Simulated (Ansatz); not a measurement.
Starting structure of a cell relaxation (symmetry kept):

Space group P6_3/mmc (No. 194). a = 3.279 Å, b = 3.279 Å, c = 12.789 Å, α = 90.00°, β = 90.00°, γ = 120.00°
```json
{"atom": "W", "site": "2c", "symmetry": "-6m2", "x": "0.3333", "y": "0.6667", "z": "0.2500"}
{"atom": "Se", "site": "4f", "symmetry": "3m.", "x": "0.3333", "y": "0.6667", "z": "0.6183"}
```

Computed with DFT PBEsol, scalar-relativistic, plane waves, PAW (Ansatz 0.2.0).

Cutoff 420 eV; k points 12×12×2 on the computed 6-atom cell (Γ-centred); Gaussian smearing, width 0.02 eV; no spin polarisation.

Question: What does it relax to?

Answer: The volume goes up by 0.57 Å³/atom to 20.42 Å³/atom, and the energy falls by 4.1 meV/atom. Final structure:
```cif
data_structure
_symmetry_space_group_name_H-M 'P 1'
_symmetry_Int_Tables_number 1
_cell_length_a 3.2707
_cell_length_b 3.2707
_cell_length_c 13.2241
_cell_angle_alpha 90.000
_cell_angle_beta 90.000
_cell_angle_gamma 120.000
_cell_volume 122.51
loop_
_atom_site_label
_atom_site_type_symbol
_atom_site_fract_x
_atom_site_fract_y
_atom_site_fract_z
_atom_site_occupancy
W1 W 0.33333 0.66667 0.25000 1
W2 W 0.66667 0.33333 0.75000 1
Se1 Se 0.33333 0.66667 0.62338 1
Se2 Se 0.66667 0.33333 0.12338 1
Se3 Se 0.33333 0.66667 0.87662 1
Se4 Se 0.66667 0.33333 0.37662 1
```

Spin–orbit coupling is left out, which can shift energies with elements as heavy as these. The cell holds layers, and where no dispersion correction was added their binding is poorly described.